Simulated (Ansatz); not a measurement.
TaTe$_{4}$I in space group P-1 (No. 2; Pearson symbol aP12), r²SCAN+D4 (plane waves, PAW; program Ansatz), all energies at zero smearing, with the estimated change up to a 700 eV cutoff added, with one set of potentials and settings (totals compare only within such a set). Cell of 12 atoms (2 Ta, 8 Te, 2 I): -90908.817 eV.

| element | reference phase | E (eV/atom) |
|---|---|---|
| Ta | Im-3m, 1 atoms in the cell | -9944.4200 |
| Te | P3_121, 3 atoms in the cell | -6994.9777 |
| I | Cmce, 4 atoms in the cell | -7528.1417 |

Formation energy per atom, worked out: (-90908.817 − 2×(-9944.4200) − 8×(-6994.9777) − 2×(-7528.1417))/12 = -0.323 eV/atom (-31 kJ per mol of atoms), at 0 K, without zero-point energy or fitted corrections.

The workflow started from a Materials Project entry (that database holds measured and hypothetical structures alike); the Crystallography Open Database copy checked does not list it. Entries of such low symmetry are often ordered models of mixed-site phases. Whether it is the stable phase at ambient conditions was not checked. Symmetry was held in the r²SCAN+D4 relaxation; whether a distortion lowers the energy is not shown. No spin polarisation was allowed. The references are the lowest solids computed at this level, not always the standard phases. Spin–orbit coupling is left out wherever it is not named.

Potentials: the later of the program's two PAW sets.
